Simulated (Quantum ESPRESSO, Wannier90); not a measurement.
Wannier functions of GaN (wurtzite)

```
begin unit_cell_cart
ang
    3.1889298307    0.0000000000    0.0000000000
   -1.5944649154    2.7616942443    0.0000000000
    0.0000000000    0.0000000000    5.1923600000
end unit_cell_cart
begin atoms_frac
Ga  -0.3333333333  0.3333333333  0.4990800000
Ga   0.3333333333 -0.3333333333 -0.0009200000
N   -0.3333333333  0.3333333333 -0.1240800000
N    0.3333333333 -0.3333333333  0.3759200000
end atoms_frac
```

Cell from Materials Project (mp-804), symmetrised, no further relaxation. COD (Crystallography Open Database) has the formula in 2 space groups, this one among them (matched by group alone). Method: PBEsol plane waves in Quantum ESPRESSO 7.5 (PseudoDojo norm-conserving files, 68 Ry, spinors with spin-orbit coupling), Bloch states on a 6×6×4 mesh through Γ, Wannier90 4.0.1. Density: 12×12×6 mesh, cold smearing 0.01 Ry.

A tight-binding model is made by disentanglement and projection with no localisation steps (num_iter = 0), so the 32 orbitals stay atom-like: hydrogen-like Ga: s;p; N: s;p, axes along x, y, z; frozen window up to 6.88 eV relative to the valence-band maximum. It follows pw.x to 2.7 meV rms for states up to 2.9 eV relative to the valence-band maximum. Matrix elements depend on this choice of orbitals and windows. Bands 5–24 (Ga 3d 90 %, N 2s 5 %) lie between the kept ones and are excluded.

**Question.** What are the on-site energies relative to the valence-band maximum, and how fast do the hoppings decay?

**Answer.** 
| atom | orbitals | energy (eV) |
|---|---|---|
| Ga1 | s↑ s↓ | 2.58 |
| Ga1 | pz↑ pz↓ | 7.66 |
| Ga1 | px↑ px↓ py↑ py↓ | 7.57 |
| Ga2 | s↑ s↓ | 2.58 |
| Ga2 | pz↑ pz↓ | 7.66 |
| Ga2 | px↑ px↓ py↑ py↓ | 7.57 |
| N3 | s↑ s↓ | -12.44 |
| N3 | pz↑ pz↓ px↑ px↓ py↑ py↓ | -0.28 |
| N4 | s↑ s↓ | -12.44 |
| N4 | pz↑ pz↓ px↑ px↓ py↑ py↓ | -0.28 |

| distance of the centres (Å) | largest modulus (eV) |
|---|---|
| 1–2 | 2.8 |
| 2–3 | 3.3 |
| 3–4 | 1.2 |
| 4–5 | 0.25 |
| 5–6 | 0.25 |
| 6–7 | 0.060 |
| 7–8 | 0.044 |
